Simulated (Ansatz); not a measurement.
Sn4Au:
```xyz
10
Lattice="3.2755 -5.8166 0.0000 3.2755 5.8166 0.0000 0.0000 0.0000 6.5299" Properties=species:S:1:pos:R:3 pbc="T T T"
Sn     2.2181    -1.5148     5.4446
Sn     4.3329     1.5148     5.4446
Sn     2.2181     1.5148     1.0853
Sn     4.3329    -1.5148     1.0853
Sn     1.0574     1.5148     4.3502
Sn     5.4937    -1.5148     4.3502
Sn     1.0574    -1.5148     2.1796
Sn     5.4937     1.5148     2.1796
Au     0.0000     0.0000     0.0000
Au     3.2755     0.0000     3.2649
```

Relaxed with PBEsol. Special points in fractions of this cell's reciprocal vectors: Γ (0.000, 0.000, 0.000); Y (-0.500, 0.500, 0.000); C0 (-0.329, 0.671, 0.000); Σ0 (0.329, 0.329, 0.000); Z (0.000, 0.000, 0.500); A0 (0.329, 0.329, 0.500); E0 (-0.329, 0.671, 0.500); T (-0.500, 0.500, 0.500); S (0.000, 0.500, 0.000); R (0.000, 0.500, 0.500).

Question: List the band energies nearest the Fermi level at these points for the program Ansatz at the PBEsol level (PAW).

Answer: In eV from the Fermi level; about four levels below and three above (degenerate sets whole), none deeper than 8.9 eV; points with the same levels are listed once.

| k | below | above |
|---|---|---|
| Γ | -1.11 -0.84 -0.37 -0.33 | 0.28 3.20 3.31 |
| Y | -2.07 -1.57 -0.50 -0.36 | 0.25 1.16 1.18 |
| C0 | -1.19 -1.02 -0.77 -0.26 | 0.05 0.54 0.62 |
| Z | -3.37 -3.37 -1.61 -1.61 | 2.05 2.05 2.35 2.35 |
| A0 | -0.50 -0.50 -0.10 -0.10 | 0.81 0.81 1.58 1.58 |
| T | -1.10 -1.10 -0.69 -0.69 | 0.11 0.11 0.65 0.65 |
| S | -1.99 -1.99 -1.48 -1.48 | 0.63 0.63 1.08 1.08 |
| R | -0.80 -0.80 -0.25 -0.25 | 0.57 0.57 0.88 0.88 |

Space group Ccce. The first step of the workflow began from a Materials Project structure, measured or hypothetical; the Crystallography Open Database copy checked does not list it. COD files the formula under space group No. 41. Its standing as an ambient phase is unchecked. The PBEsol relaxation kept the symmetry of its start; its stability against distortions is not shown here. Spin–orbit coupling is left out wherever it is not named.

Potentials: the earlier of the program's two PAW sets. The files were generated under PBE; for other functionals the program regenerates the frozen cores, and for LDA and PBEsol the local potential too.
